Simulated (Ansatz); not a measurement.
Relaxed-ion elastic tensor of SrO (rock salt, space group No. 225) in GPa (Voigt order), plane-wave PAW LDA (Ansatz code); density 5.30 g/cm³, 16.24 Å³ per atom.

```
 209  52.1  52.1   0.0   0.0   0.0
52.1   209  52.1   0.0   0.0   0.0
52.1  52.1   209   0.0   0.0   0.0
 0.0   0.0   0.0  56.0   0.0   0.0
 0.0   0.0   0.0   0.0  56.0   0.0
 0.0   0.0   0.0   0.0   0.0  56.0
```

Task: Is the crystal mechanically stable?

Result: Yes: the smallest eigenvalue of C is 56.0 GPa.

Task: Work out the Voigt, Reuss and Hill averages.

Result: K_V = 104, K_R = 104, K_H = 104; G_V = 64.9, G_R = 63.2, G_H = 64.1 GPa.

Task: Give Young's modulus, Poisson's ratio, Pugh's ratio and the universal anisotropy index.

Result: E = 9KG/(3K + G) = 160 GPa; ν = 0.25; K/G = 1.63 (brittle by the Pugh limit of 1.75); A_U = 5G_V/G_R + K_V/K_R − 6 = 0.14.

Task: Estimate the sound speeds and the Debye temperature.

Result: v_l = √((K + 4G/3)/ρ) = 5990 m/s, v_t = √(G/ρ) = 3480 m/s, mean 3860 m/s; Θ = (h/k)(3n/4πV)^(1/3) v_m = 454 K.

Task: Give the Zener ratio and Young's modulus along [100], [110] and [111].

Result: A = 2C44/(C11 − C12) = 0.71; 1/E = S11 − 2(S11 − S12 − S44/2)Γ with Γ = 0, 1/4, 1/3 gives 188, 152, 142 GPa.

Task: Solve the Christoffel equation for the three sound speeds along [100], [110], [111].

Result: Eigenvalues of C_ijkl n_j n_l equal ρv². In km/s, slowest first: [100] 3.25, 3.25, 6.28; [110] 3.25, 3.85, 5.93; [111] 3.66, 3.66, 5.81.

Space group Fm-3m (rock salt). Symmetry was held in the LDA relaxation.

Potentials: the earlier of the program's two PAW sets. The files were generated under PBE; for other functionals the program regenerates the frozen cores, and for LDA and PBEsol the local potential too.
